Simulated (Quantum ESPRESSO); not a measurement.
## Al2Rh4AgTi (one composition in several site orders)

Computed values, not a measurement. The program is pw.x of Quantum ESPRESSO 7.5 (plane-wave density functional theory). The cell is made up: eight metal atoms on a hexagonal close-packed lattice, with elements, volume, strain and displacements drawn at random and not relaxed, so it may be unstable or far from any real phase. PseudoDojo standard norm-conserving files set the functional (PBE unless stated); there is no spin polarisation or spin-orbit coupling, the Fermi-Dirac width of 0.25 eV means electrons at about 2900 K, and the masses in the input are unused placeholders. A spin test at this wide smearing found no moment, but such smearing suppresses magnetism that the real alloy may have.

The runs put one composition on the sites in different orders. Cell, positions, cutoff, mesh and smearing stay as in the input of run 1; sites are counted in its order. Stress in the tables is positive in tension.

Input of run 1:

```
&control calculation='scf', pseudo_dir='./dojo.nc.sr.pbe.v0_5.standard.upf', outdir='./o', disk_io='minimal', tprnfor=.true., tstress=.true. /
&system ibrav=0, nat=8, ntyp=4, nbnd=67, ecutwfc=87.97787729, nosym=.true., tot_charge=0,
 occupations='smearing', smearing='fd', degauss=0.0183746611
/
&electrons conv_thr=1.470e-08, electron_maxstep=70, mixing_beta=0.5 /
ATOMIC_SPECIES
Ag 1.0 Ag.upf
Al 1.0 Al.upf
Rh 1.0 Rh.upf
Ti 1.0 Ti.upf
CELL_PARAMETERS angstrom
0.0028 0.0303 4.6445
5.6992 -0.062 0.0035
-2.9033 4.951 0.0311
ATOMIC_POSITIONS angstrom
Al -0.05 -0.1022 0.0198
Rh -1.3829 2.4446 -0.0002
Ag 2.8769 -0.0704 0.0355
Rh 1.3983 2.5243 0.0628
Rh -0.0849 1.5191 2.3815
Ti -1.4909 4.1606 2.3421
Al 2.8517 1.6425 2.3102
Rh 1.316 4.0693 2.4151
K_POINTS automatic
5 5 5 1 1 1
```

```
run  elements on sites 1 to 8  free energy less that of run 1 (eV)  -TS (eV)  pressure (GPa)  stress xx (GPa)  stress yy (GPa)  stress zz (GPa)  stress yz (GPa)  stress xz (GPa)  stress xy (GPa)  iterations
  1   Al Rh Ag Rh Rh Ti Al Rh                                0.000    -1.612          -11.87            11.44            12.09            12.08             0.21             0.33            -4.09          15
  2   Rh Ti Rh Al Ag Rh Rh Al                               -0.167    -1.434          -12.92            10.11            15.26            13.39             0.39             0.22            -1.67          15
  3   Rh Al Al Ag Ti Rh Rh Rh                               -0.216    -1.380          -12.73            13.75            10.58            13.87             0.36            -0.38            -3.22          15
  4   Al Al Rh Ag Ti Rh Rh Rh                                0.448    -1.671          -11.66            15.13            10.52             9.33             0.48             0.17             1.94          17
  5   Rh Rh Rh Ag Al Al Rh Ti                                0.301    -1.651          -11.39             8.65             6.62            18.92             0.37            -0.53            -1.36          17
  6   Al Rh Rh Rh Rh Ag Ti Al                               -0.459    -1.344          -13.61            13.17            10.41            17.24             0.27             0.39             0.55          14
```

Forces Fx Fy Fz (eV/Å):

| site | run 1 | run 2 | run 3 | run 4 | run 5 | run 6 |
| --- | --- | --- | --- | --- | --- | --- |
| 1 | -0.45 0.47 -0.06 | 0.40 -0.28 0.11 | 0.39 1.34 0.00 | 0.26 -0.29 0.18 | 0.81 0.87 0.03 | 0.39 0.62 0.04 |
| 2 | -0.76 0.46 0.11 | -1.08 0.51 0.13 | -1.14 0.38 0.18 | -0.86 0.41 0.16 | -0.25 -0.02 -0.08 | -0.20 -0.05 0.23 |
| 3 | -0.37 0.73 -0.10 | -0.35 -0.49 -0.14 | -0.18 0.43 0.00 | -0.36 0.48 -0.10 | -0.60 0.34 -0.03 | 0.18 0.53 -0.13 |
| 4 | 0.28 -0.81 0.07 | 0.73 -0.92 0.12 | -0.27 -1.19 -0.05 | 0.10 -1.06 -0.05 | 0.02 -1.59 -0.04 | 0.31 -0.27 0.00 |
| 5 | 1.10 0.05 -0.18 | 0.57 0.61 -0.30 | 0.27 -0.71 -0.18 | 0.22 0.05 -0.30 | -0.13 0.37 -0.05 | -0.33 0.07 -0.10 |
| 6 | 0.12 -0.74 0.29 | 0.51 -0.42 0.20 | 0.18 -0.30 0.13 | -0.06 0.08 0.14 | -0.08 -0.28 0.04 | 0.14 -0.46 0.10 |
| 7 | -0.10 0.32 0.11 | -0.72 0.41 0.06 | 0.60 -0.41 0.17 | 0.55 -0.44 0.26 | 0.10 -0.08 0.28 | 0.13 -0.13 -0.02 |
| 8 | 0.18 -0.49 -0.24 | -0.06 0.59 -0.18 | 0.13 0.46 -0.25 | 0.15 0.78 -0.29 | 0.13 0.39 -0.15 | -0.62 -0.31 -0.12 |

The sites are displaced and not relaxed, so the energy differences mix bonding between neighbours with strain and are not ordering energies. A rerun of one cell of this series at a higher cutoff and on a denser mesh moved values by no more than 0.012 eV in energy, 0.15 GPa in stress and 0.012 eV/Å in force, and a second program with other atomic files agreed on that cell to 2 % rms in force and 0.5 GPa in pressure.